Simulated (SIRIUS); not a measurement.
A self-consistent single point of SnTe (Fm-3m, 2 atoms in the cell; from Materials Project mp-1883, changed as shown).

```
CELL_PARAMETERS angstrom
      0.00000     3.24830     3.24830
      3.24830     0.00000     3.24830
      3.24830     3.24830     0.00000
ATOMIC_POSITIONS crystal
  Sn 0.00000 0.00000 0.00000
  Te 0.50000 0.50000 0.50000
```

All values come from this method and carry its errors: PBE, GBRV PBE ultrasoft pseudopotentials (plane waves; SIRIUS).

SIRIUS settings:

- parameters.ngridk = 6 6 6
- parameters.xc_functionals = [XC_GGA_X_PBE, XC_GGA_C_PBE]
- parameters.gk_cutoff = 6.325 1/bohr
- parameters.pw_cutoff = 14.143 1/bohr
- parameters.smearing = fermi_dirac
- parameters.smearing_width = 0.00367493 Ha
- potentials = GBRV PBE ultrasoft pseudopotentials
- parameters.electronic_structure_method = pseudopotential
- parameters.num_bands = 14
- parameters.num_mag_dims = 0
- parameters.num_dft_iter = 100
- parameters.energy_tol = 1e-07 Ha
- parameters.density_tol = 1e-06
- mixer.type = anderson
- mixer.beta = 0.5
- mixer.use_hartree = false

Results:

- Number of valence electrons = 20
- Number of bands = 14
- Number of k-points after the program's reduction = 16
- Number of plane waves (most at a k-point) = 1994
- Number of SCF iterations = 28
- FFT grid = 45 × 45 × 45
- Free energy E − TS = -2527.6485 eV
- Pressure = -1.66 GPa

Stress (GPa, positive for compression):
```
-1.66   0.00   0.00
 0.00  -1.66   0.00
 0.00   0.00  -1.66
```

For comparison: a first run was changed to give this one (volume scaled by 1.06), and from it to this one the free energy rises by 7.0 meV/atom and the pressure goes from 0.55 to -1.66 GPa.

Spin-orbit coupling is left out, which matters for bands and gaps with elements this heavy. The structure comes from a collection of computed structures, made at another level of theory; the collection holds predicted forms beside known ones. No clean gap shows at this smearing width and mesh (spacing up to 0.28 Å⁻¹); the mesh is coarse for partly filled bands, so the values carry mesh errors. Semi-local functionals can close small gaps.

Cost on one core: very roughly 40 core-seconds.
